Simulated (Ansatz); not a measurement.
InSe:
Space group P-6m2 (No. 187); a = 4.0283 Å, b = 4.0283 Å, c = 16.9894 Å, α = 90.00°, β = 90.00°, γ = 120.00°

```json
[
 {"atom": "In", "site": "2g", "symmetry": "3m.", "x": "0.0000", "y": "0.0000", "z": "0.4179"},
 {"atom": "In", "site": "2h", "symmetry": "3m.", "x": "0.3333", "y": "0.6667", "z": "0.0821"},
 {"atom": "Se", "site": "2i", "symmetry": "3m.", "x": "0.6667", "y": "0.3333", "z": "0.1564"},
 {"atom": "Se", "site": "2h", "symmetry": "3m.", "x": "0.3333", "y": "0.6667", "z": "0.3437"}
]
```

Relaxed with r²SCAN+D4.

Question: Which orbitals make up the states near the band edges in DFT-r²SCAN+D4 in the program Ansatz with PAW potentials?

Answer: Top 1 eV of the valence band: Se 4p 69 %, In 5p 20 %, In 5s 8 %. Bottom 1 eV of the conduction band: In 5p 35 %, Se 4p 28 %, In 5s 23 %, Se 4s 9 %. Projections are on Löwdin-orthogonalised atomic valence shells; empty p or d shells of many metals are not among them.

Question: Tabulate the density of states.

Answer: States/eV per cell of 8 atoms, in 0.25 eV bins, energy from the valence-band maximum.

```csv
E (eV),total,Se 4p,In 5p,In 5s
-7.85,0.00,0.00,0.00,0.00
-7.60,0.00,0.00,0.00,0.00
-7.35,0.00,0.00,0.00,0.00
-7.10,0.00,0.00,0.00,0.00
-6.85,0.00,0.00,0.00,0.00
-6.60,0.21,0.08,0.01,0.11
-6.35,7.92,2.81,0.50,4.33
-6.10,7.87,1.98,1.41,3.77
-5.85,0.03,0.02,0.00,0.01
-5.60,4.70,2.49,0.63,1.49
-5.35,3.00,1.59,0.37,0.93
-5.10,1.77,0.94,0.19,0.54
-4.85,1.39,0.74,0.12,0.42
-4.60,1.20,0.64,0.08,0.37
-4.35,1.21,0.66,0.05,0.37
-4.10,1.86,1.10,0.06,0.52
-3.85,2.33,1.40,0.64,0.19
-3.60,7.00,4.37,2.10,0.31
-3.35,6.03,3.85,1.81,0.20
-3.10,4.18,3.04,0.94,0.10
-2.85,7.15,5.22,1.59,0.17
-2.60,8.38,6.26,1.74,0.17
-2.35,9.92,7.81,1.71,0.16
-2.10,9.92,8.07,1.46,0.12
-1.85,5.87,4.64,0.97,0.13
-1.60,7.57,4.98,1.98,0.43
-1.35,4.34,2.88,1.07,0.28
-1.10,2.95,1.84,0.76,0.26
-0.85,3.03,2.07,0.63,0.24
-0.60,0.92,0.62,0.19,0.07
-0.35,1.06,0.76,0.18,0.07
-0.10,0.19,0.14,0.03,0.01
0.15,0.00,0.00,0.00,0.00
0.40,0.00,0.00,0.00,0.00
0.65,0.00,0.00,0.00,0.00
0.90,0.00,0.00,0.00,0.00
1.15,0.04,0.01,0.01,0.01
1.40,0.15,0.05,0.02,0.05
1.65,0.87,0.24,0.33,0.18
1.90,2.78,0.80,1.01,0.64
2.15,7.26,2.35,2.72,1.43
2.40,8.61,2.90,2.14,2.81
2.65,6.58,2.21,1.28,2.64
2.90,3.54,0.93,1.19,1.13
3.15,1.85,0.26,1.01,0.36
3.40,0.43,0.06,0.23,0.07
3.65,1.55,0.29,0.98,0.03
3.90,4.63,0.70,2.95,0.17
4.15,7.18,1.01,4.42,0.42
4.40,5.86,0.91,3.23,0.43
4.65,8.46,1.45,5.09,0.38
4.90,12.68,2.33,7.59,0.62
5.15,3.69,0.62,1.99,0.33
5.40,1.67,0.29,0.84,0.20
5.65,1.39,0.24,0.70,0.18
```

The workflow started from a Materials Project entry (that database holds measured and hypothetical structures alike); the Crystallography Open Database copy checked does not list it. It is not the phase usual at ambient conditions (space group No. 194). The r²SCAN+D4 relaxation kept the symmetry of its start; whether a distortion lowers the energy is not shown. Scalar-relativistic: spin–orbit coupling is off unless named, which matters more the heavier the elements.

Potentials: the later of the program's two PAW sets.
